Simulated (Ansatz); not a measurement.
## How much do the gradients of AlN depend on the method?

Cell: a COD entry, its atoms then relaxed with PBE in this cell.

```
Al N
1.0
     3.11300    0.00000    0.00000
    -1.55650    2.69594    0.00000
     0.00000    0.00000    4.98100
Al N
2 2
Cartesian
  0.0000 1.7973 -0.0049
  1.5565 0.8986 2.4856
  0.0000 1.7973 1.8977
  1.5565 0.8986 4.3882
```

Atoms are numbered from 1 in the order listed; like atoms form one site, named after its first atom.

First run. Level of theory: DFT, PBE, plane waves and PAW, scalar-relativistic, 420 eV cutoff, Γ-centred 11×11×6 k-points, Fermi–Dirac smearing 0.02 eV (Ansatz 0.2.0).

| site | atom | V_zz (10²¹ V/m²) | η |
| --- | --- | --- | --- |
| Al | 1 | 0.48 | 0.00 |
| N | 3 | -0.017 | 0.00 |

Second run. The same atoms and settings, except that the functional is r2SCAN and the cutoff is 500 eV.

(1) What does the second run give?

Results:

(1) 

| site | atom | V_zz | η | change of V_zz |
| --- | --- | --- | --- | --- |
| Al | 1 | 0.49 | 0.00 | +0.01 |
| N | 3 | -0.028 | 0.00 | -0.01 |

No V_zz moves by more than 0.01.

For the second run: With these PAW files V_zz is typically within 2 to 3 % of all-electron values, but misses above 10 % occur on Al.
